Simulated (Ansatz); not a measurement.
**Calculated electric field gradients for SiO2**

The cell is an entry of the Crystallography Open Database (COD), atoms as given.

```yaml
crystal:
  lattice:
    - [4.95700, 0.00000, 0.00000]
    - [0.00000, 4.95700, 0.00000]
    - [0.00000, 0.00000, 6.89030]
  atoms:
    - { symbol: Si, position: [0.30470, 0.30470, 0.00000] }
    - { symbol: Si, position: [0.19530, 0.80470, 0.25000] }
    - { symbol: Si, position: [0.69530, 0.69530, 0.50000] }
    - { symbol: Si, position: [0.80470, 0.19530, 0.75000] }
    - { symbol: O, position: [0.23810, 0.11090, 0.18260] }
    - { symbol: O, position: [0.38910, 0.73810, 0.43260] }
    - { symbol: O, position: [0.76190, 0.88910, 0.68260] }
    - { symbol: O, position: [0.61090, 0.26190, 0.93260] }
    - { symbol: O, position: [0.73810, 0.38910, 0.56740] }
    - { symbol: O, position: [0.88910, 0.76190, 0.31740] }
    - { symbol: O, position: [0.26190, 0.61090, 0.06740] }
    - { symbol: O, position: [0.11090, 0.23810, 0.81740] }
```

Atom numbers follow the list; atoms alike are taken as one site, whose name carries the number of the first.

Computed with Ansatz: DFT, PBE, plane waves and PAW, scalar-relativistic, 420 eV cutoff, Γ-centred 4×4×3 k-points, Fermi–Dirac smearing 0.02 eV.

C_Q = eQV_zz/h, which is 24.18 MHz for Q = 1 b and V_zz = 10²¹ V/m²; η = (V_xx − V_yy)/V_zz. Directions are in the Cartesian axes of the cell vectors above, for the atom listed; none is given where the gradient is under 0.02 or η is above 0.95.

**Question.** Which values are expected at the nuclei?

**Answer.** 

```csv
site,first atom,first shell,V_zz (10²¹ V/m²),η,"direction of V_zz (x, y, z)"
Si,1,4 O at 1.60–1.62 Å,-0.78,0.89,0.61 -0.61 -0.51
O,5,"2 Si at 1.60–1.62 Å, angle 145°",9.14,0.17,0.18 0.80 -0.57
```

At O V_zz runs parallel to the line that joins its two neighbours (within 1°).

The calculated pressure of 6 GPa (PBE) comes largely from the unrelaxed atoms: it is 1.4 GPa once they are relaxed in the same cell. The largest force is 0.5 eV/Å, so the atoms aren't at the calculated equilibrium and relaxing them would move these values.

Hardware: 1 thread of Intel Xeon Platinum 8375C CPU @ 2.90GHz (Ice Lake) (x86_64; 16 cores open to the job, memory cap 2.5 GiB, no GPU), a shared host with a load of 0.3 a core. Wall time 8 s, CPU time 8 s, peak memory 0.45 GiB.
